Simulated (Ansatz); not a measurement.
TaTe:
```
CELL_PARAMETERS angstrom
      1.81261    -5.08708     0.00000
      1.81261     5.08708     0.00000
      0.00000     0.00000     4.74852
ATOMIC_POSITIONS crystal
  Te 0.63710 0.36290 0.25000
  Ta 0.92227 0.07773 0.25000
  Te 0.36290 0.63710 0.75000
  Ta 0.07773 0.92227 0.75000
```

Relaxed with PBE. Special points in fractions of this cell's reciprocal vectors: Γ (0.000, 0.000, 0.000); Y (-0.500, 0.500, 0.000); C0 (-0.282, 0.718, 0.000); Σ0 (0.282, 0.282, 0.000); Z (0.000, 0.000, 0.500); A0 (0.282, 0.282, 0.500); E0 (-0.282, 0.718, 0.500); T (-0.500, 0.500, 0.500); S (0.000, 0.500, 0.000); R (0.000, 0.500, 0.500).

Task: List the band energies nearest the Fermi level at these points for DFT-PBE in the program Ansatz with PAW potentials.

Result: In eV from the Fermi level; about four levels below and three above (degenerate sets whole), none deeper than 8.9 eV; points with the same levels are listed once.

```tsv
k	below	above
Γ	-2.19 -2.18 -1.94 -0.95	0.28 1.12 1.53
Y	-1.69 -1.07 -0.93 -0.32	1.45 1.80 1.83
C0	-4.17 -3.87 -1.35 -0.97	0.26 0.45 1.15
Z	-3.53 -3.53 -1.78 -1.78	0.81 0.81 1.46 1.46
A0	-3.38 -3.38 -2.19 -2.19	0.40 0.40 0.84 0.84
T	-3.08 -3.08 -1.69 -1.69	0.62 0.62 0.88 0.88
S	-1.27 -0.24 -0.10 -0.06	1.28 1.51 2.00
R	-4.07 -4.07 -2.37 -2.37	0.80 0.80 1.41 1.41
```

Space group Cmcm. The start of the workflow was typed in or built on a structure type; neither database checked (COD, Materials Project) lists it. Its standing as an ambient phase is unchecked. The PBE relaxation kept the symmetry of its start; whether a distortion lowers the energy is not shown. No spin polarisation was allowed. Spin–orbit coupling is left out wherever it is not named.

Potentials: the earlier of the program's two PAW sets.
